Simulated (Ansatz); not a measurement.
YMgIn in space group P-62m (No. 189; Y on 3f, Mg on 3g, In on 2d, In on 1a), PBE (plane waves, PAW; program Ansatz), all energies at zero smearing, with the estimated change up to a 700 eV cutoff added, with one set of potentials and settings (totals compare only within such a set). Cell of 9 atoms (3 Y, 3 Mg, 3 In): -34114.796 eV.

```
element                reference phase  E (eV/atom)
-------  -----------------------------  -----------
Y        P6_3/mmc, 2 atoms in the cell   -3848.6668
Mg       P6_3/mmc, 2 atoms in the cell   -1923.8026
In         I4/mmm, 1 atoms in the cell   -5597.8481
```

Formation energy per atom, worked out: (-34114.796 − 3×(-3848.6668) − 3×(-1923.8026) − 3×(-5597.8481))/9 = -0.427 eV/atom (-41 kJ per mol of atoms), at 0 K, without zero-point energy or fitted corrections.

The first step of the workflow began from a Materials Project structure, measured or hypothetical; the Crystallography Open Database copy checked does not list it. Its standing as an ambient phase is unchecked. Symmetry was held in the PBE relaxation; whether a distortion lowers the energy is not shown. No spin polarisation was allowed. The references are the lowest solids computed at this level, not always the standard phases.

Potentials: the later of the program's two PAW sets.
